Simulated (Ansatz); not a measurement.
TiAl (CuAu type, space group P4/mmm)

```yaml
crystal:
  lattice:
    - [5.64852, 0.00000, 0.00000]
    - [2.82426, 2.82426, 0.00000]
    - [0.00000, 0.00000, 4.07079]
  atoms:
    - { symbol: Al, position: [0.00000, 0.50000, 0.50000] }
    - { symbol: Al, position: [0.50000, 0.50000, 0.50000] }
    - { symbol: Ti, position: [0.00000, 0.00000, 0.00000] }
    - { symbol: Ti, position: [0.50000, 0.00000, 0.00000] }
```

The atoms are displaced by Q × the pattern below (from a DFPT mode at M = (0.5, 0.5, 0.0), largest move 1; Q in Å), at fixed cell. It is one choice among 2 degenerate patterns. (q is in reciprocal vectors of the primitive cell; the cell shown is doubled to hold the pattern.)

```tsv
atom	x	y	z
Al1	0.000	1.000	0.000
Al2	0.000	-1.000	0.000
Ti3	0.750	0.000	0.000
Ti4	-0.750	0.000	0.000
```

Level of theory: PBE (plane waves to 420 eV, PAW, scalar-relativistic; Ansatz, an electronic-structure program). k mesh 16×16×12 (Γ-centred), Fermi-Dirac smearing 0.05 eV. E stands for the smeared free energy. With partly filled bands, energies and forces of such displacements shift with the k mesh and the smearing. TiAl is run without spin polarisation. TiAl was relaxed with its symmetry unable to fall. The zero of ΔE is the undisplaced structure. The last digit holds for this mesh only.

| Q (Å) | ΔE (meV/cell) |
|---|---|
| -0.1000 | 150.8 |
| -0.0833 | 104.1 |
| -0.0667 | 66.3 |
| -0.0500 | withheld |
| -0.0333 | 16.5 |
| -0.0167 | 4.1 |
| 0.0000 | 0.0 |
| 0.0167 | 4.1 |
| 0.0333 | 16.5 |
| 0.0500 | withheld |
| 0.0667 | 66.3 |
| 0.0833 | 104.1 |
| 0.1000 | 150.8 |

Problem. Fit an even polynomial form (powers 2, 4) to the given rows and predict ΔE at Q = -0.0500.

Solution. Least squares on the 11 given rows: ΔE = (14790)·Q² + (29050)·Q⁴, in meV/cell with Q in Å; root-mean-square residual 0.05 meV/cell. At -0.0500 the fit gives 37.2 meV/cell; the calculation gives 37.2 meV/cell, the same to the digits shown. The quadratic term alone would give 37.0 meV/cell.

(For displaced atoms, the force is minus the slope of the energy, and its curvature is a force constant, which sets phonon frequencies.)
